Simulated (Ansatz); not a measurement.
LaB6:
```
LaB6
1.0
    4.12971     0.00000     0.00000
    0.00000     4.12971     0.00000
    0.00000     0.00000     4.12971
La B
1 6
Direct
  0.00000   0.00000   0.00000
  0.80035   0.50000   0.50000
  0.19965   0.50000   0.50000
  0.50000   0.80035   0.50000
  0.50000   0.19965   0.50000
  0.50000   0.50000   0.80035
  0.50000   0.50000   0.19965
```

Relaxed with PBEsol.

Decompose the optical modes at the zone centre into irreducible representations, and say which are infrared and Raman allowed.

Point group m-3m: Γ_opt = A1g + Eg + T1g + 2T1u + T2g + T2u. Infrared: T1u. Raman: A1g, Eg, T2g.

Assign frequencies (DFPT, DFT-PBEsol in the program Ansatz with PAW potentials).

T1u 186, T2u 519, T1g 563, T2g 704, T1u 858, Eg 1136, A1g 1287 cm⁻¹.

Space group Pm-3m. Symmetry was held in the PBEsol relaxation; of distortions, only those at the zone centre were tested. As this level gives no gap, phonon frequencies hold no LO–TO term and depend on the k-mesh and smearing (Fermi–Dirac, 0.1 eV here). Scalar-relativistic: spin–orbit coupling is off unless named, which matters more the heavier the elements.

Potentials: the earlier of the program's two PAW sets.
